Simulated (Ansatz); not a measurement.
VN₂: do energies and stresses tell the same story?

The calculation used Ansatz, DFT PBEsol, scalar-relativistic, plane waves, PAW.

Settings: cutoff 420 eV, Γ-centred mesh 12×12×12 on the computed 6-atom cell, Gaussian smearing of 0.10 eV; no spin polarisation.

Relaxed cell: I4/mcm, a = 4.261 Å, b = 4.261 Å, c = 4.911 Å, α = 90.00°, β = 90.00°, γ = 90.00°, 6 atoms in the primitive cell.

Energies at zero smearing and pressures from the stress tensor, at volumes with shape and atoms relaxed:
```csv
V (Å³/atom),E − E(first) (meV/atom),P (GPa)
6.983,0.00,24.38
7.206,-24.41,11.18
7.428,-31.91,0.02
7.651,-25.14,-9.41
7.874,-6.33,-17.34
```

Problem. Check P = −dE/dV between neighbouring volumes, and get the bulk modulus from the pressures alone.

Solution. With 1 eV/Å³ = 160.2 GPa:
| middle V (Å³/atom) | −ΔE/ΔV (GPa) | mean P (GPa) |
| --- | --- | --- |
| 7.094 | 17.548 | 17.782 |
| 7.317 | 5.393 | 5.599 |
| 7.540 | -4.870 | -4.698 |
| 7.763 | -13.521 | -13.377 |

The two differ by 0.23 GPa at most. The mean of two end pressures misses the average over a step by about ΔV² P″/12, up to 0.19 GPa here; with that taken off 0.05 GPa remains. The stress is the derivative of the free energy, not of the energy at zero smearing, and with free energies 0.02 GPa remains. Around V = 7.428 Å³/atom, the two neighbours give B = −V ΔP/ΔV = 7.428 × 20.59 / 0.446 = 343.2 GPa, against B0 = 341.2 GPa from the Birch–Murnaghan fit of the energies.

A ferromagnetic start lost its moments in a first run, so spin was left out; other magnetic orders weren't tried.